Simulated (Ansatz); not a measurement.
Space group Pm-3m (No. 221). a = 3.726 Å, b = 3.726 Å, c = 3.726 Å, α = 90.00°, β = 90.00°, γ = 90.00°
```
atom site symmetry x y z
  Mn    3c    4/mm.m  0.0000  0.5000  0.5000
  Zn    1a m-3m  0.0000  0.0000  0.0000
   N    1b m-3m  0.5000  0.5000  0.5000
```

Equation of state of this Mn3ZnN structure (not necessarily the ground state), with shape and atoms relaxed at each volume where symmetry leaves them free. It has no gap at any of these volumes. These are results of DFT PBEsol, scalar-relativistic, plane waves, PAW (Ansatz), not measurements.

Settings: cutoff 420 eV, Γ-centred mesh 10×10×10 on the computed 5-atom cell, Gaussian smearing of 0.10 eV; collinear spin.

```tsv
V (Å³/atom)	E − E(largest V) (meV/atom)	P (GPa)
9.104	79.98	41.61
9.415	12.00	28.61
9.725	-32.59	17.50
10.035	-57.21	8.04
10.346	-64.85	0.04
10.656	-58.10	-6.67
10.967	-39.39	-12.16
11.380	0.00	-17.49
```

Problem. Fit a third-order Birch–Murnaghan equation to E(V).

Solution. V0 = 10.35 Å³/atom, B0 = 242 GPa, B0' = 4.8.

Moments started parallel, and an antiferromagnetic order may lie lower.